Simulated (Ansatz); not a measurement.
BP:
```
CELL_PARAMETERS angstrom
      0.00000     2.27411     2.27411
      2.27411     0.00000     2.27411
      2.27411     2.27411     0.00000
ATOMIC_POSITIONS crystal
  B  0.00000 0.00000 0.00000
  P  0.75000 0.75000 0.75000
```

Relaxed with PBE. Special points in fractions of this cell's reciprocal vectors: Γ (0.000, 0.000, 0.000); X (0.500, 0.000, 0.500); U (0.625, 0.250, 0.625); K (0.375, 0.375, 0.750); L (0.500, 0.500, 0.500); W (0.500, 0.250, 0.750).

Question: List the band energies nearest the valence-band maximum at these points for PBE (plane waves, PAW; program Ansatz).

Answer: In eV from the valence-band maximum; about four levels below and three above (degenerate sets whole), none deeper than 8.9 eV; … stands for higher levels left out; points with the same levels are listed once.

| k | below | above |
|---|---|---|
| Γ | 0.00 0.00 0.00 | 3.39 3.39 3.39 |
| X | -8.55 -4.09 -4.09 | 1.35 1.67 … |
| U | -8.13 -6.18 -3.48 | 2.16 5.98 9.67 |
| L | -1.75 -1.75 | 3.74 4.70 4.70 |
| W | -8.03 -5.63 -5.43 | 5.33 6.74 7.20 |

Space group F-43m (zinc blende). Symmetry was held in the PBE relaxation.

Potentials: the later of the program's two PAW sets.
